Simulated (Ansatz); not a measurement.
In the program Ansatz at the PBEsol level (PAW), TiO$_{2}$ in the orthorhombic phase (Pbca; Ti on 8c, O on 8c, O on 8c) relaxes to a = 5.119 Å, b = 9.170 Å, c = 5.440 Å. O on 8c has 3 nearest neighbours from 1.91 Å (trigonal planar). Against the elements it lies at -3.08 eV/atom, with no fitted shifts.

The Kohn–Sham gap is 2.35 eV (direct). The valence maximum lies at Γ and the conduction minimum at Γ. The screened hybrid HSE06 puts the gap at 3.88 eV. The electron mass is 0.57, 5.1, 11 mₑ (principal values). The hole mass is 1.4, 1.4, 1.6 mₑ (principal values).

An equation-of-state fit gives a bulk modulus of 196 GPa. The elastic constants imply a Debye temperature near 687 K.

Symmetry was held in the PBEsol relaxation. The run is not spin-polarised. The references are the lowest solids computed at this level, not always the standard phases (solids in place of the gases).

Potentials: the earlier of the program's two PAW sets. The files were generated under PBE; for other functionals the program regenerates the frozen cores, and for LDA and PBEsol the local potential too.
